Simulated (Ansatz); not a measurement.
Given:

Ta4GaSe8:
```
Ta4GaSe8
1.0
    0.00000     5.16818     5.16818
    5.16818     0.00000     5.16818
    5.16818     5.16818     0.00000
Ta Ga Se
4 1 8
Direct
  0.69229   0.10257   0.10257
  0.10257   0.10257   0.10257
  0.10257   0.10257   0.69229
  0.10257   0.69229   0.10257
  0.50000   0.50000   0.50000
  0.40999   0.86334   0.86334
  0.86334   0.86334   0.86334
  0.86334   0.86334   0.40999
  0.86334   0.40999   0.86334
  0.90766   0.36411   0.36411
  0.36411   0.36411   0.36411
  0.36411   0.36411   0.90766
  0.36411   0.90766   0.36411
```

This is the PBEsol-relaxed structure.

### Question
All from PBEsol in the plane-wave PAW code Ansatz, unless another level is named. Give the electronic character.

### Answer
metallic (no gap).

### Question
Give the density of states at the Fermi level.

### Answer
0.63 states/eV per atom (mean over ±0.08 eV).

### Question
Give the formation energy from the elements (no fitted shifts).

### Answer
-75 kJ/mol of atoms.

Space group F-43m. The first step of the workflow began from a Materials Project structure, measured or hypothetical; the Crystallography Open Database files this formula in space group No. 216, but the cells were not matched. Whether it is the stable phase at ambient conditions was not checked. The cell was relaxed with PBEsol under the symmetry of its start; whether a distortion lowers the energy is not shown. The run is not spin-polarised. With an odd number of electrons in the cell and no spin polarisation, the count alone makes it a metal. The references are the lowest solids computed at this level, not always the standard phases. Scalar-relativistic: spin–orbit coupling is off unless named, which matters more the heavier the elements.

Potentials: the earlier of the program's two PAW sets. The files were generated under PBE; for other functionals the program regenerates the frozen cores, and for LDA and PBEsol the local potential too.
